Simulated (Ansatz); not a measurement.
**Relaxing a structure of Cu2O**

The start is a generated cell, Cu2O placed in the cuprite structure type. The structure is fully relaxed (lattice and positions, P = 0) with r2SCAN (plane waves to 500 eV, PAW, scalar-relativistic; Ansatz, a quantum-chemistry and plane-wave program). First-step values are on the input's coarse k-mesh.

Ansatz input (later rounds restart from its end on a renewed k-mesh):
Ansatz 0.2 input:
```yaml
crystal:
  lattice:
    - [4.267, 0, 0]
    - [0, 4.267, 0]
    - [0, 0, 4.267]
  atoms:
    - { symbol: Cu, position: [0.75, 0.75, 0.75] }
    - { symbol: Cu, position: [0.75, 0.25, 0.25] }
    - { symbol: Cu, position: [0.25, 0.75, 0.25] }
    - { symbol: Cu, position: [0.25, 0.25, 0.75] }
    - { symbol: O, position: [0, 0, 0] }
    - { symbol: O, position: [0.5, 0.5, 0.5] }
basis: { ecutwfc: 500, ecutrho_ratio: 4, xc_grid: 4, fft_grid_basis: typed }
kpoints: { mp_grid: { grid: [6, 6, 6] } }
hamiltonian:
  xc: r2scan
  dispersion: none
  pseudopotentials: { azcp: { folder: ./paw }, kind: paw }
scf: { occupations: { method: fermi_dirac, width: 0.05 } }
relax: { f_tol: 0.01, max_steps: 100, cell: { stress_tol: 0.02 } }
output: { forces: true, stress: true }
```

Outcome: The space group stays Pn-3m (No. 224) (the run could not lower it); the end is AFLOW prototype A2B_cP6_224_b_a (C3, as in Cu2O), with 6 atoms in the primitive cell
Volume change: -1.6 %, from 12.95 to 12.74 Å³/atom
Shortest distances (start → end): The closest pairs of elements (up to four, under 3.6 Å), start → end: Cu–O 1.85 → 1.84 Å; Cu–Cu 3.02 → 3.00 Å
Band gap at the end: 0.79 eV, direct at Γ (no spin-orbit coupling)
Optimiser moves: 4

Final structure:

```cif
data_Cu4O2
_chemical_formula_sum 'Cu4 O2'
_space_group_name_H-M_alt 'Pn-3m :1'
_space_group_IT_number 224
_space_group_name_Hall 'P 4n 2 3 -1n'
_cell_length_a 4.24453
_cell_length_b 4.24453
_cell_length_c 4.24453
_cell_angle_alpha 90.000
_cell_angle_beta 90.000
_cell_angle_gamma 90.000
loop_
_atom_site_label
_atom_site_type_symbol
_atom_site_symmetry_multiplicity
_atom_site_Wyckoff_symbol
_atom_site_fract_x
_atom_site_fract_y
_atom_site_fract_z
_atom_site_occupancy
Cu1 Cu 4 c 0.75000 0.75000 0.75000 1
O1 O 2 a 0.00000 0.00000 0.00000 1
```

Final values are on a 8×8×8 k-mesh of the relaxed cell. No spin polarisation in the result.

The run could not lose the symmetry of its start; a randomly shaken copy of 6 atoms returns to this structure.

All atoms sit on sites fixed by symmetry, so only the cell could relax.
